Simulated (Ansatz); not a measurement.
## Si₃N₄: a ladder of calculations

Cell of run 1: a COD entry (perhaps calculated rather than measured), atoms as given.

Space group P6_3/m (No. 176); a = 7.6015, c = 2.9061 Å, γ = 120.00°.

| site | Wyckoff | site symmetry | x | y | z |
| --- | --- | --- | --- | --- | --- |
| Si | 6h | m.. | 0.7685 | 0.1746 | 0.2500 |
| N7 | 6h | m.. | 0.0305 | 0.3303 | 0.2500 |
| N13 | 2d | -6.. | 0.6667 | 0.3333 | 0.2500 |

One atom of each set is listed.

Relaxed positions (PBE, cell held):

Si (0.7680, 0.1741, 0.2500)
N7 (0.0300, 0.3299, 0.2500)
N13 (0.6667, 0.3333, 0.2500)

All runs are DFT with Ansatz 0.2.0 (plane waves and PAW, scalar-relativistic unless spin–orbit coupling is named, Γ-centred meshes, Fermi–Dirac smearing where given) in this cell.

Run 1: PBE, atoms as given; 420 eV, 4×4×10 k-points, smearing 0.02 eV.
Run 2: PBE, atoms relaxed; 420 eV, 4×4×10 k-points, smearing 0.02 eV.
Run 3: r2SCAN, at the relaxed atoms; 500 eV, 4×4×10 k-points, smearing 0.02 eV.

```json
{"run": "1", "Si V_zz (η)": "0.97 (0.43)", "N7 V_zz (η)": "-4.93 (0.07)", "N13 V_zz (η)": "-4.89 (0.00)"}
{"run": "2", "Si V_zz (η)": "0.97 (0.43)", "N7 V_zz (η)": "-4.93 (0.07)", "N13 V_zz (η)": "-4.88 (0.00)"}
{"run": "3", "Si V_zz (η)": "?", "N7 V_zz (η)": "?", "N13 V_zz (η)": "?"}
```

V_zz in 10²¹ V/m².

Task: Estimate the row of run 3.

Result: Si: 0.97 (0.41); N7: -4.92 (0.08); N13: -4.95 (0.00). It lies nearest to run 1, from whose tensors on these sites it differs by 0.07 at most (largest principal value of the difference, on N7). Taken one at a time, the functional (r2SCAN with its higher cutoff) moves the tensors on these sites by up to 0.07 (largest principal value of the change, on N13), the positions of the atoms (as given or relaxed) by 0.03 (N7).

The cell isn't the equilibrium one in runs 1, 2 (calculated pressure 6, 6 GPa), and the entry's cell may itself be off.
